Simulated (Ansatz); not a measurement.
WC (WC type, space group P-6m2)

```cif
data_CW
_chemical_formula_sum 'W1 C1'
_space_group_name_H-M_alt 'P-6m2'
_space_group_IT_number 187
_space_group_name_Hall 'P -6 2'
_cell_length_a 2.89847
_cell_length_b 2.89847
_cell_length_c 2.82774
_cell_angle_alpha 90.000
_cell_angle_beta 90.000
_cell_angle_gamma 120.000
loop_
_atom_site_label
_atom_site_type_symbol
_atom_site_symmetry_multiplicity
_atom_site_Wyckoff_symbol
_atom_site_fract_x
_atom_site_fract_y
_atom_site_fract_z
_atom_site_occupancy
W1 W 1 a 0.00000 0.00000 0.00000 1
C1 C 1 f 0.66667 0.33333 0.50000 1
```

The relaxed cell is deformed in two ways at once: its volume V is scaled, and at that volume it is stretched along z (the c axis of the conventional cell) so that c/a changes. Fractional atomic positions are held.

Level of theory: PBEsol (plane waves to 420 eV, PAW, scalar-relativistic; Ansatz, a first-principles code). k mesh 18×18×16 (Γ-centred), Fermi-Dirac smearing 0.05 eV. E stands for the smeared free energy. Stress and pressure are positive under compression. With partly filled bands, the response to shear is sensitive to the k mesh, so small differences along c/a are uncertain. Spin-orbit coupling is left out, though W is heavy. WC is run without spin polarisation. WC was relaxed with its symmetry unable to fall. ΔE is measured from the relaxed starting cell.

ΔE (kJ/mol of atoms), with V/V₀ across and (c/a)/(c/a)₀ down:

```tsv
(c/a)/(c/a)₀ \ V/V₀	0.960	0.980	1.000	1.020	1.040
0.920	14.4	11.9	10.7	10.5	11.2
0.960	5.3	3.3	2.5	2.7	3.9
1.000	2.2	0.5	0.0	0.5	1.9
1.040	4.2	2.7	2.3	3.0	4.5
1.080	10.6	9.2	8.9	9.5	11.1
```

σzz − σxx (GPa), with V/V₀ across and (c/a)/(c/a)₀ down:

```csv
(c/a)/(c/a)₀ \ V/V₀,0.960,0.980,1.000,1.020,1.040
0.920,71.9,67.3,62.9,58.9,55.1
0.960,35.7,32.8,30.0,27.4,25.1
1.000,2.8,1.4,0.0,-1.2,-2.4
1.040,-28.6,-28.6,-28.7,-28.6,-28.6
1.080,-57.2,-55.9,-54.7,-53.5,-52.4
```

Derived quantities:

Modulus against c/a change at fixed volume, (3/4V)·∂²E/∂(ln c/a)² (fit, atoms clamped): 370 GPa
Lowest place on the grid: V/V₀ = 1.000, (c/a)/(c/a)₀ = 1.000 (0 meV/atom)
Highest place on the grid: V/V₀ = 0.960, (c/a)/(c/a)₀ = 0.920 (149 meV/atom)

(A scan under strain: stresses follow from slopes of the energy per volume, elastic moduli from its curvatures.)
